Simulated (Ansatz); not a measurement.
Given:

Au (fcc, Cu type)

```yaml
crystal:
  lattice:
    - [0.00000, 2.06204, 2.06204]
    - [2.06204, 0.00000, 2.06204]
    - [2.06204, 2.06204, 0.00000]
  atoms:
    - { symbol: Au, position: [0.00000, 0.00000, 0.00000] }
```

This relaxed cell (volume V₀) is scaled evenly in all directions, its shape held. Symmetry pins the atoms to their sites.

Level of theory: r2SCAN (plane waves to 500 eV, PAW, scalar-relativistic; Ansatz, an electronic-structure program). k mesh 20×20×20 (Γ-centred), Fermi-Dirac smearing 0.05 eV. The energy includes the smearing's −TS. Stress and pressure are positive under compression. Au was relaxed with its symmetry unable to fall. Spin-orbit coupling is left out, though Au is heavy. The zero of ΔE is the relaxed starting cell.

The scan covers V/V₀ from 0.900 to 1.100 in 9 points.

### Question
What is the fitted pressure derivative B₀′?

### Answer
5.9.

### Question
What bulk modulus B₀ follows from a third-order Birch-Murnaghan fit?

### Answer
154 GPa.

(Under strain, the slope of the energy per volume gives the stress and its curvature an elastic modulus.)
